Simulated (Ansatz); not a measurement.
Given:

Ga₃Co:
```yaml
crystal:
  lattice:
    - [6.16718, 0.00000, 0.00000]
    - [0.00000, 6.16718, 0.00000]
    - [0.00000, 0.00000, 6.36246]
  atoms:
    - { symbol: Ga, position: [0.50000, 0.00000, 0.00000] }
    - { symbol: Ga, position: [0.50000, 0.00000, 0.50000] }
    - { symbol: Ga, position: [0.00000, 0.50000, 0.50000] }
    - { symbol: Ga, position: [0.00000, 0.50000, 0.00000] }
    - { symbol: Ga, position: [0.65202, 0.34798, 0.74461] }
    - { symbol: Ga, position: [0.34798, 0.65202, 0.25539] }
    - { symbol: Ga, position: [0.15202, 0.15202, 0.24461] }
    - { symbol: Ga, position: [0.84798, 0.84798, 0.75539] }
    - { symbol: Ga, position: [0.34798, 0.65202, 0.74461] }
    - { symbol: Ga, position: [0.65202, 0.34798, 0.25539] }
    - { symbol: Ga, position: [0.84798, 0.84798, 0.24461] }
    - { symbol: Ga, position: [0.15202, 0.15202, 0.75539] }
    - { symbol: Co, position: [0.84615, 0.15385, 0.00000] }
    - { symbol: Co, position: [0.15385, 0.84615, 0.00000] }
    - { symbol: Co, position: [0.34615, 0.34615, 0.50000] }
    - { symbol: Co, position: [0.65385, 0.65385, 0.50000] }
```

This is the PBEsol-relaxed structure.

Problem. All from the program Ansatz at the PBEsol level (PAW), unless another level is named. Give the formation energy from the elements (no fitted shifts).

Solution. -0.30 eV/atom.

Problem. Next, the density of states at the Fermi level?

Solution. 0.19 states/eV per atom (mean over ±0.08 eV).

Space group P4_2/mnm. The first step of the workflow began from a Materials Project structure, measured or hypothetical; the Crystallography Open Database files this formula in space group No. 136, but the cells were not matched. Whether it is the stable phase at ambient conditions was not checked. Symmetry was held in the PBEsol relaxation; whether a distortion lowers the energy is not shown. The run is not spin-polarised. The references are the lowest solids computed at this level, not always the standard phases. Spin–orbit coupling is left out wherever it is not named.

Potentials: the later of the program's two PAW sets.
